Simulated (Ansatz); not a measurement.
**K₂OsBr₄: reading a single point**

```yaml
crystal:
  lattice:
    - [7.27677, 0.00000, 0.00000]
    - [0.00000, 7.27677, 0.00000]
    - [0.00000, 0.00000, 4.27930]
  atoms:
    - { symbol: Os, position: [0.50000, 0.50000, 0.50000] }
    - { symbol: Br, position: [0.73700, 0.26300, 0.50000] }
    - { symbol: Br, position: [0.73700, 0.73700, 0.50000] }
    - { symbol: Br, position: [0.26300, 0.73700, 0.50000] }
    - { symbol: Br, position: [0.26300, 0.26300, 0.50000] }
    - { symbol: K, position: [0.00000, 0.50000, 0.00000] }
    - { symbol: K, position: [0.50000, 0.00000, 0.00000] }
```

The numbers come from plane-wave PAW DFT (Ansatz): r2SCAN, no spin polarisation, 500 eV, 5×5×8 Γ-centred k points, fermi-dirac occupations (width 0.1 eV). Nothing was relaxed.

(1) Is the cell too large or too small?

(2) Which atom feels the largest force, and which way?

(3) Is it stable against the elements?

(4) What do density and ELF say about some of the short contacts?

(5) Which element gives electrons and which takes them?

(6) Metal or insulator?

Origin: a known structure type with other elements, at an estimated volume, so it need not be a known compound. Caveats: many states at the Fermi level without spin polarisation, so a magnetic state may lie lower.

Answers

(1) The pressure is 1.1 GPa (compression positive), so with the atoms held at these fractions the cell would first expand. The principal stresses -0.5, 1.9, 1.9 GPa differ, so its shape would change too.

(2) The largest is on Br2 (and as large on other atoms): 0.33 eV/Å, components (0.23, -0.23, 0.00). It makes 180° with the line to a nearest neighbour, Os1 at 2.44 Å, pointing away from it.

(3) -0.81 eV an atom against the elements' usual phases (free molecules for gases, crystals otherwise, with no correction for O₂ or N₂), so it is bound against them; other compounds may still compete. Relaxing would lower it.

(4) Os–Br at 2.44 Å: least valence density 0.59 e/Å³ and ELF 0.29 there. K–Br at 3.35 Å: least valence density 0.06 e/Å³ and ELF 0.03 there. These are pseudo-fields; inside the PAW spheres they differ from the all-electron ones.

(5) Bader charges in e: K +0.85, Os +0.57, Br -0.57. In the mean K gives up most and Br takes most.

(6) It is a metal, with about 11 states/eV a cell as the mean within 0.25 eV of the Fermi level, mostly Os d (78 %) and Br p (18 %).
